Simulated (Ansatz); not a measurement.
Here is the system:

W₃N:
Space group Fm-3m (No. 225); a = b = c = 6.0690 Å, α = β = γ = 90.00°

```json
[
 {"atom": "N", "site": "4a", "symmetry": "m-3m", "x": "0.0000", "y": "0.0000", "z": "0.0000"},
 {"atom": "W", "site": "4b", "symmetry": "m-3m", "x": "0.5000", "y": "0.5000", "z": "0.5000"},
 {"atom": "W", "site": "8c", "symmetry": "-43m", "x": "0.2500", "y": "0.2500", "z": "0.2500"}
]
```
(The calculation used a cell of 4 atoms; values per cell refer to that cell.)

This is the PBEsol-relaxed structure.

### Question
All from PBEsol (plane waves, PAW; program Ansatz), unless another level is named. Estimate the bulk modulus (Birch–Murnaghan fit).

### Answer
261 GPa.

### Question
Next, the highest zone-centre frequency?

### Answer
150 cm⁻¹.

### Question
Next, the elastic constants (relaxed ions, GPa)?

### Answer
C11 = 218, C12 = 282, C44 = -113.

The cell is a constructed one: a structure type filled with these elements; neither database checked (COD, Materials Project) lists it. Whether it is the stable phase at ambient conditions was not checked. Symmetry was held in the PBEsol relaxation. At this level the phase is dynamically unstable (imaginary phonons). The run is not spin-polarised. With an odd number of electrons in the cell and no spin polarisation, the count alone makes it a metal. As this level gives no gap, shear constants depend on the k-mesh and smearing (Fermi–Dirac, 0.1 eV here). As this level gives no gap, phonon frequencies hold no LO–TO term and depend on the k-mesh and smearing (Fermi–Dirac, 0.1 eV here). Spin–orbit coupling is left out wherever it is not named.

Potentials: the earlier of the program's two PAW sets. The files were generated under PBE; for other functionals the program regenerates the frozen cores, and for LDA and PBEsol the local potential too.
